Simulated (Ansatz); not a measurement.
# Ti: zone-centre modes under pressure

Ti, P6_3/mmc, a = 2.865 Å, c = 4.546 Å. Ansatz: LDA, PAW, 420 eV, Γ-centred 18×18×10 mesh on 2 atoms, Fermi-Dirac smearing 0.15 eV; no spin polarisation. Cell and atoms are relaxed at each pressure with the symmetry kept; optical modes at Γ by linear response, in cm⁻¹, matched by rank (the highest 2 distinct ones).

```
P (GPa) V (Å³/atom)    ω1     ω2
      0       16.155  96.4  217.6
      3       15.785  93.0  231.2
      8       15.243  86.3  251.7
     15       14.599     ?      ?
```

Task: Get each mode's Grüneisen parameter γ = −d ln ω/d ln V from the other rows and predict the missing frequencies.

Result: ln(V/V0) = 0.0000, -0.0232, -0.0581, -0.1013; a line through ln(ω/ω0) of the 3 known rows gives ω1: γ = -1.924 (intercept 0.0033), predicted 79.6, computed 74.0; ω2: γ = 2.500 (intercept 0.0010), predicted 280.6, computed 276.8. The worst miss is 7.6 %: γ isn't constant over this range, and modes matched by rank may have crossed. In a metal these frequencies hang on the mesh and smearing.